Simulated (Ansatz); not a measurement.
**C: field gradients at two levels of theory**

Cell: an entry of the Crystallography Open Database (COD; perhaps a calculated or model structure), its atoms then relaxed with PBE in this cell.

```yaml
crystal:
  lattice:
    - [2.52210, 0.00000, 0.00000]
    - [-1.26105, 2.18420, 0.00000]
    - [0.00000, 0.00000, 16.47430]
  atoms:
    - { symbol: C, position: [0.00000, 0.00000, 0.04672] }
    - { symbol: C, position: [0.00000, 0.00000, 0.54672] }
    - { symbol: C, position: [0.00000, 0.00000, 0.45328] }
    - { symbol: C, position: [0.00000, 0.00000, 0.95328] }
    - { symbol: C, position: [0.33333, 0.66667, 0.07786] }
    - { symbol: C, position: [0.66667, 0.33333, 0.57786] }
    - { symbol: C, position: [0.33333, 0.66667, 0.42214] }
    - { symbol: C, position: [0.66667, 0.33333, 0.92214] }
    - { symbol: C, position: [0.33333, 0.66667, 0.17123] }
    - { symbol: C, position: [0.66667, 0.33333, 0.67123] }
    - { symbol: C, position: [0.33333, 0.66667, 0.32877] }
    - { symbol: C, position: [0.66667, 0.33333, 0.82877] }
    - { symbol: C, position: [0.33333, 0.66667, 0.79743] }
    - { symbol: C, position: [0.66667, 0.33333, 0.29743] }
    - { symbol: C, position: [0.33333, 0.66667, 0.70257] }
    - { symbol: C, position: [0.66667, 0.33333, 0.20257] }
```

Atom numbers follow the list; atoms alike are taken as one site, whose name carries the number of the first.

First run. Method: Kohn–Sham DFT in Ansatz, PBE, plane waves and PAW, scalar-relativistic, 420 eV cutoff, Γ-centred 15×15×2 k-points, Fermi–Dirac smearing 0.05 eV.

```tsv
site	atom	V_zz (10²¹ V/m²)	η
C1	1	-0.042	0.00
C5	5	-0.030	0.00
C9	9	-0.052	0.00
C13	13	0.22	0.00
```

Second run. The same atoms and settings, except that the functional is r2SCAN and the cutoff is 500 eV.

**Question.** Given the first result, estimate the second.

**Answer.** 

```csv
site,atom,V_zz,η,change of V_zz
C1,1,-0.043,0.00,0.00
C5,5,-0.032,0.00,0.00
C9,9,-0.053,0.00,0.00
C13,13,0.22,0.00,0.00
```

No V_zz moves by more than 0.01.

For the first run: At this cell the principal stresses reach 6 GPa in size with PBE, which can matter for small gradients.
